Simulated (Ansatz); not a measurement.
SrTiO₃ (cubic perovskite)

```xyz
5
Lattice="3.8911 0.0000 0.0000 0.0000 3.8911 0.0000 0.0000 0.0000 3.8911" Properties=species:S:1:pos:R:3 pbc="T T T"
Sr     0.0000     0.0000     0.0000
Ti     1.9455     1.9455     1.9455
O      0.0000     1.9455     1.9455
O      1.9455     1.9455     0.0000
O      1.9455     0.0000     1.9455
```

E(V) scan at fixed shape, V₀ the volume above. Symmetry pins the atoms to their sites.

These are PBEsol (plane waves to 420 eV, PAW, scalar-relativistic; Ansatz, a program for electronic structure) values and carry that method's errors. k mesh 9×9×9 (Γ-centred), Fermi-Dirac smearing 0.05 eV. Compression counts positive. SrTiO3 is run without spin polarisation. SrTiO3 was relaxed with its symmetry unable to fall.

At one point of the scan the stress tensor (GPa) is:

```
  -12.1      0.0      0.0
    0.0    -12.1      0.0
    0.0      0.0    -12.1
```

### Question
Which point is it?
(A) V/V₀ = 1.027
(B) V/V₀ = 1.160
(C) V/V₀ = 1.080
(D) V/V₀ = 1.133

### Answer
C, V/V₀ = 1.080

(Under strain, the slope of the energy per volume gives the stress and its curvature an elastic modulus.)
